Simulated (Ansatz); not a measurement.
PbS (rock salt)

```yaml
crystal:
  lattice:
    - [0.00000, 2.98725, 2.98725]
    - [2.98725, 0.00000, 2.98725]
    - [2.98725, 2.98725, 0.00000]
  atoms:
    - { symbol: S, position: [0.00000, 0.00000, 0.00000] }
    - { symbol: Pb, position: [0.50000, 0.50000, 0.50000] }
```

In each cell atom 2 (Pb, nearest neighbour S at 2.987 Å; its periodic images, 4.2 Å or more away, move with it) moves by s·(0.577, 0.577, 0.577) (along Cartesian [111]), the rest being held.

The numbers are results of r2SCAN (plane waves to 500 eV, PAW, scalar-relativistic; Ansatz, a first-principles code), not measurements. k mesh 8×8×8 (Γ-centred), Fermi-Dirac smearing 0.05 eV. Energies are smeared free energies. PbS was relaxed with its symmetry unable to fall. Spin-orbit coupling is left out, though Pb is heavy. The zero of ΔE is the undisplaced structure.

```json
[
 {"s (Å)": "-0.900", "ΔE (meV/cell)": "733"},
 {"s (Å)": "-0.720", "ΔE (meV/cell)": "withheld"},
 {"s (Å)": "-0.540", "ΔE (meV/cell)": "165"},
 {"s (Å)": "-0.360", "ΔE (meV/cell)": "45"},
 {"s (Å)": "-0.180", "ΔE (meV/cell)": "5"},
 {"s (Å)": "0.000", "ΔE (meV/cell)": "0"},
 {"s (Å)": "0.180", "ΔE (meV/cell)": "5"},
 {"s (Å)": "0.360", "ΔE (meV/cell)": "45"},
 {"s (Å)": "0.540", "ΔE (meV/cell)": "165"},
 {"s (Å)": "0.720", "ΔE (meV/cell)": "withheld"},
 {"s (Å)": "0.900", "ΔE (meV/cell)": "733"}
]
```

**Question.** Fit an even polynomial form (powers 2, 4, 6) to the given rows and predict ΔE at s = -0.720.

**Answer.** Least squares on the 9 given rows: ΔE = (126.1)·s² + (1817)·s⁴ + (-1057)·s⁶, in meV/cell with s in Å; root-mean-square residual 0.5 meV/cell. At -0.720 the fit gives 406 meV/cell; the calculation gives 395 meV/cell, so the interpolation is off by 11 (+2.8 %). The quadratic term alone would give 65 meV/cell.

(For displaced atoms, the force is minus the slope of the energy, and its curvature is a force constant, which sets phonon frequencies.)
